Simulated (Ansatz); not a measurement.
**KCl: what the electron mass says about interband coupling**

These are results of DFT r2SCAN, scalar-relativistic, plane waves, PAW (Ansatz), not measurements.

Plane waves to 500 eV, a k mesh through Γ of 6×6×6 on the computed 2-atom cell and Gaussian smearing (0.02 eV); no spin polarisation.

Relaxed cell: Fm-3m, a = 6.293 Å, b = 6.293 Å, c = 6.293 Å, α = 90.00°, β = 90.00°, γ = 90.00°, 2 atoms in the primitive cell.

The direct gap at Γ is 5.826 eV, and at Γ the conduction band has a mass of 0.4478 mₑ and the lightest hole 0.7405 mₑ, both along x.

Q: Use two-band k·p theory to get the Kane energy. As an exercise, what mass follows if the true gap is 1.5 times the computed one (semilocal functionals can miss by more, threefold or worse in zinc and cadmium oxides)?

A: Coupling to the valence top alone gives mₑ/m* = 1 + E_P/E_g, so E_P = E_g (mₑ/m* − 1) = 5.826 × (2.23 − 1) = 7.2 eV. The light hole is the mirror band, mₑ/mₗₕ = E_P/E_g − 1, and gives 13.7 eV; the spread shows what other bands add. Fits to experiment give about 15 to 31 eV for common tetrahedral semiconductors; the figure from the electron is a net one, lowered by higher conduction bands, and semilocal functionals tend to give less. With E_P fixed and E_g = 8.74 eV the mass becomes 0.549 mₑ: in this model the mass grows with the gap, in proportion where E_P ≫ E_g, which is why functionals that close gaps give light electrons. A correction that opens the gap also strengthens the coupling, so the true mass usually rises less. Remote bands and spin-orbit splitting are left out of the model.